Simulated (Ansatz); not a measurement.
The relaxed structure here is a generated cell of SiC: the first start was made by placing the elements on the sites of a structure type, and the end was not matched to a known phase here, so it may be hypothetical. Known forms of SiC include space group No. 186, 216.

A structure of SiC relaxed with PBEsol (plane waves to 420 eV, PAW, scalar-relativistic; Ansatz, an electronic-structure program); single points at other levels follow on the same geometry (Ansatz, PAW; HSE06 at 420 eV on a 4×4×8 k-mesh; no spin-orbit coupling). Space group P4₂/mnm (No. 136).

```cif
data_C4Si4
_chemical_formula_sum 'Si4 C4'
_space_group_name_H-M_alt 'P42/mnm'
_space_group_IT_number 136
_space_group_name_Hall '-P 4n 2n'
_cell_length_a 5.29243
_cell_length_b 5.29243
_cell_length_c 3.07966
_cell_angle_alpha 90.000
_cell_angle_beta 90.000
_cell_angle_gamma 90.000
loop_
_atom_site_label
_atom_site_type_symbol
_atom_site_symmetry_multiplicity
_atom_site_Wyckoff_symbol
_atom_site_fract_x
_atom_site_fract_y
_atom_site_fract_z
_atom_site_occupancy
Si1 Si 4 g 0.17562 0.17562 0.50000 1
C1 C 4 f 0.31523 0.31523 0.00000 1
```

```csv
level,gap (eV),kind,conduction minimum
PBEsol,1.94,indirect,67 % of the way from Γ to Z
HSE06,?,–,?
```

**Question.** Some entries are withheld; supply them.

**Answer.** 
- HSE06, gap (eV): 2.97
- HSE06, conduction minimum: k = (0, 0, 0.3333)

HSE06 gaps come from a coarse mesh plus a few chosen points, so they may be too large. No spin polarisation in the result.

The run could not lose the symmetry of its start: the end is stationary, and may be a saddle point rather than a minimum.

It was reached from a disturbed copy of a P6₃/mmc (No. 194) cell, against which it lies -0.36 eV/atom.
